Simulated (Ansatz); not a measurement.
Level of theory: DFT PBEsol, scalar-relativistic, plane waves, PAW in Ansatz.

Structure of TlPt:

```yaml
crystal:
  lattice:
    - [6.26124, 0.00000, 0.00000]
    - [-3.13062, 5.42239, 0.00000]
    - [0.00000, 0.00000, 4.06300]
  atoms:
    - { symbol: Tl, position: [0.00000, 0.50000, 0.00000] }
    - { symbol: Tl, position: [0.50000, 0.00000, 0.00000] }
    - { symbol: Tl, position: [0.50000, 0.50000, 0.00000] }
    - { symbol: Pt, position: [0.00000, 0.00000, 0.00000] }
    - { symbol: Pt, position: [0.66667, 0.33333, 0.50000] }
    - { symbol: Pt, position: [0.33333, 0.66667, 0.50000] }
```

Cutoff 420 eV; k points 6×6×10 on the computed 6-atom cell (Γ-centred); Gaussian smearing, width 0.10 eV; no spin polarisation.

Levels along Γ–M–K–Γ–A–L–H–A | L–M | H–K, in eV from the Fermi level, sorted by energy at each point. Points in fractions of the primitive reciprocal vectors: Γ (0.000 0.000 0.000), M (0.500 0.000 0.000), K (0.333 0.333 0.000), A (0.000 0.000 0.500), L (0.500 0.000 0.500), H (0.333 0.333 0.500).
```csv
point,"k (1/Å, with 2π)",band 44,band 45,band 46,band 47,band 48,band 49,band 50
Γ,0.000,-0.89,-0.42,-0.42,-0.29,-0.29,-0.04,0.86
-,0.083,-0.89,-0.77,-0.69,-0.26,0.03,0.43,0.95
-,0.166,-0.95,-0.95,-0.89,-0.21,0.46,1.16,1.20
-,0.248,-0.98,-0.90,-0.89,-0.09,0.94,1.56,1.98
-,0.331,-1.00,-0.90,-0.82,0.13,1.47,1.98,2.75
-,0.414,-1.00,-0.90,-0.76,0.48,2.05,2.43,2.89
-,0.497,-1.00,-0.91,-0.72,0.92,2.39,2.65,2.85
M,0.579,-1.00,-0.91,-0.71,1.23,2.04,3.06,3.11
-,0.627,-1.00,-0.91,-0.70,1.17,1.98,3.07,3.20
-,0.675,-0.99,-0.91,-0.65,1.01,1.80,3.12,3.44
-,0.723,-0.98,-0.91,-0.57,0.83,1.58,3.21,3.78
-,0.770,-0.97,-0.92,-0.44,0.64,1.32,3.32,4.16
-,0.818,-0.96,-0.93,-0.27,0.49,1.06,3.47,4.22
-,0.866,-0.95,-0.93,-0.09,0.43,0.81,3.65,4.05
K,0.914,-0.94,-0.94,-0.02,0.56,0.56,3.85,3.85
-,1.009,-0.96,-0.93,-0.10,0.11,1.26,3.36,4.11
-,1.105,-0.98,-0.91,-0.27,-0.19,2.14,2.82,3.14
-,1.201,-0.99,-0.91,-0.57,-0.24,2.21,2.27,2.83
-,1.296,-0.99,-0.90,-0.78,-0.26,1.39,1.75,2.29
-,1.392,-0.96,-0.90,-0.89,-0.28,0.68,1.30,1.39
-,1.487,-0.89,-0.83,-0.71,-0.28,0.11,0.53,0.98
Γ,1.583,-0.89,-0.42,-0.42,-0.29,-0.29,-0.04,0.86
-,1.693,-0.91,-0.41,-0.41,-0.20,-0.17,-0.17,0.61
-,1.804,-0.94,-0.74,-0.37,-0.37,0.09,0.09,0.42
-,1.914,-0.97,-0.85,-0.29,-0.29,0.36,0.36,0.44
-,2.025,-1.00,-0.74,-0.12,-0.12,0.57,0.57,0.59
-,2.135,-1.02,-0.64,0.17,0.17,0.70,0.70,0.83
-,2.246,-1.02,-0.57,0.61,0.61,0.77,0.77,1.11
A,2.356,-1.02,-0.55,0.79,0.79,1.11,1.11,1.25
-,2.439,-1.04,-0.61,0.49,0.71,0.78,1.11,1.39
-,2.522,-1.09,-0.77,0.23,0.24,0.76,1.12,1.57
-,2.604,-1.17,-0.85,-0.15,0.12,0.73,1.13,1.85
-,2.687,-1.26,-0.84,-0.45,0.08,0.71,1.14,2.16
-,2.770,-1.36,-0.81,-0.65,0.07,0.69,1.15,2.47
-,2.853,-1.46,-0.79,-0.77,0.06,0.67,1.16,2.71
L,2.936,-1.50,-0.81,-0.78,0.06,0.67,1.16,2.69
-,2.983,-1.44,-0.81,-0.81,0.05,0.71,1.07,2.77
-,3.031,-1.32,-0.90,-0.80,0.02,0.82,0.86,2.67
-,3.079,-1.18,-1.02,-0.78,0.00,0.60,0.95,2.59
-,3.127,-1.16,-1.03,-0.77,-0.02,0.34,1.07,2.59
-,3.174,-1.29,-0.88,-0.75,-0.03,0.09,1.15,2.70
-,3.222,-1.41,-0.74,-0.72,-0.12,-0.03,1.19,2.90
H,3.270,-1.48,-0.70,-0.70,-0.20,-0.03,1.20,3.20
-,3.365,-1.39,-0.92,-0.64,-0.03,0.03,1.19,2.56
-,3.461,-1.31,-1.15,-0.56,-0.01,0.38,1.19,1.99
-,3.557,-1.24,-1.19,-0.44,0.01,0.71,1.21,1.50
-,3.652,-1.21,-1.03,-0.23,0.06,0.96,1.12,1.25
-,3.748,-1.13,-0.84,0.12,0.17,0.88,1.08,1.29
-,3.843,-1.05,-0.64,0.43,0.63,0.79,1.11,1.32
A,3.939,-1.02,-0.55,0.79,0.79,1.11,1.11,1.25
L,3.939,-1.50,-0.81,-0.78,0.06,0.67,1.16,2.69
-,4.049,-1.42,-0.78,-0.75,-0.01,0.19,1.72,2.80
-,4.160,-1.10,-0.68,-0.53,-0.34,-0.10,2.52,2.77
-,4.270,-1.04,-0.70,-0.47,-0.37,0.42,2.37,2.92
-,4.381,-1.08,-0.86,-0.57,0.32,1.42,1.91,3.00
-,4.491,-1.05,-0.90,-0.65,1.24,1.54,2.57,2.79
-,4.602,-1.01,-0.91,-0.70,1.31,1.96,2.73,3.10
M,4.712,-1.00,-0.91,-0.71,1.23,2.04,3.06,3.11
H,4.712,-1.48,-0.70,-0.70,-0.20,-0.03,1.20,3.20
-,4.823,-1.42,-0.65,-0.65,-0.56,0.30,1.32,2.99
-,4.933,-1.26,-0.85,-0.46,-0.46,0.41,1.84,2.53
-,5.044,-1.10,-1.02,0.06,0.06,0.31,1.99,1.99
-,5.154,-1.02,-1.02,0.17,0.89,0.89,1.50,1.50
-,5.264,-0.97,-0.97,0.06,0.95,0.95,2.06,2.06
-,5.375,-0.95,-0.95,0.00,0.67,0.67,3.16,3.16
K,5.485,-0.94,-0.94,-0.02,0.56,0.56,3.85,3.85
```

Spin-orbit coupling is left out, which matters for the bands of heavy elements.

Cost: 1 run of about 1.1 core-minutes, on Intel Xeon 6975P-C (Granite Rapids) (shared hosts).